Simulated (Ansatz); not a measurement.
GaCu3 in space group P6_3/mmc (No. 194; Ga on 2d, Cu on 6h), PBE (plane waves, PAW; program Ansatz), all energies at zero smearing, with the estimated change up to a 700 eV cutoff added, with one set of potentials and settings (totals compare only within such a set). Cell of 8 atoms (2 Ga, 6 Cu): -47317.956 eV.

```csv
element,reference phase,E (eV/atom)
Ga,"Cmce, 4 atoms in the cell",-3783.0259
Cu,"Fm-3m, 1 atoms in the cell",-6625.1847
```

Formation energy per atom, worked out: (-47317.956 − 2×(-3783.0259) − 6×(-6625.1847))/8 = -0.099 eV/atom (-10 kJ per mol of atoms), at 0 K, without zero-point energy or fitted corrections.

The workflow started from a Materials Project entry (that database holds measured and hypothetical structures alike); the Crystallography Open Database copy checked does not list it. With Ga and Cu taken as one species the cell has the higher symmetry P6_3/mmc, so it may be an ordered model of a mixed-site phase. Its standing as an ambient phase is unchecked. The PBE relaxation kept the symmetry of its start; its stability against distortions is not shown here. No spin polarisation was allowed. The references are the lowest solids computed at this level, not always the standard phases.

Potentials: the earlier of the program's two PAW sets.
